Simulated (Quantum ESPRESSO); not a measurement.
**Band energies of Rb₂LiRhF₆**

```
CELL_PARAMETERS angstrom
      0.00000     4.19623     4.19623
      4.19623     0.00000     4.19623
      4.19623     4.19623     0.00000
ATOMIC_POSITIONS crystal
  Li 0.50000 0.50000 0.50000
  F  0.75805 0.24195 0.24195
  F  0.24195 0.75805 0.75805
  F  0.24195 0.75805 0.24195
  F  0.75805 0.24195 0.75805
  F  0.24195 0.24195 0.75805
  F  0.75805 0.75805 0.24195
  Rb 0.75000 0.75000 0.75000
  Rb 0.25000 0.25000 0.25000
  Rh 0.00000 0.00000 0.00000
```

PBEsol (Quantum ESPRESSO, PseudoDojo norm-conserving, 88 Ry, no spin-orbit coupling); path ΓXWKΓLUWLK,UX; energies in eV from the valence-band maximum.

```csv
k (1/Å),point,band 36,band 37,band 38,band 39,band 40,band 41,band 42,band 43
0.00,Γ,-2.58,-2.58,-0.19,-0.19,-0.19,2.08,2.08,4.70
0.37,,-2.78,-2.59,-0.21,-0.09,-0.09,1.81,2.08,5.61
0.75,X,-3.07,-2.59,-0.23,0.00,0.00,1.62,2.09,7.10
0.75,W,-2.77,-2.77,-0.12,-0.12,0.00,1.74,1.94,7.68
1.01,K,-2.94,-2.67,-0.18,-0.04,-0.02,1.71,1.98,7.47
1.41,,-2.73,-2.67,-0.15,-0.12,-0.12,1.90,1.98,5.71
1.81,Γ,-2.58,-2.58,-0.19,-0.19,-0.19,2.08,2.08,4.70
2.13,,-2.71,-2.65,-0.17,-0.14,-0.14,1.97,1.97,5.39
2.46,L,-2.86,-2.77,-0.15,-0.10,-0.10,1.87,1.87,6.59
2.69,,-2.84,-2.75,-0.14,-0.09,-0.07,1.82,1.90,6.87
2.91,U,-2.94,-2.67,-0.18,-0.04,-0.02,1.71,1.98,7.47
2.91,W,-2.77,-2.77,-0.12,-0.12,0.00,1.74,1.94,7.68
3.18,,-2.80,-2.77,-0.13,-0.11,-0.05,1.81,1.91,6.95
3.44,L,-2.86,-2.77,-0.15,-0.10,-0.10,1.87,1.87,6.59
3.67,,-2.84,-2.75,-0.14,-0.09,-0.07,1.82,1.90,6.87
3.90,K,-2.94,-2.67,-0.18,-0.04,-0.02,1.71,1.98,7.47
3.90,U,-2.94,-2.67,-0.18,-0.04,-0.02,1.71,1.98,7.47
4.17,X,-3.07,-2.59,-0.23,0.00,0.00,1.62,2.09,7.10
```

The PBEsol gap is direct, 1.62 eV at X.

Spin-orbit splittings are left out.

Geometry of the Materials Project entry, not relaxed at this level.

The structure is a Materials Project entry; no match was found in the copy of COD used, and its stability was not checked.
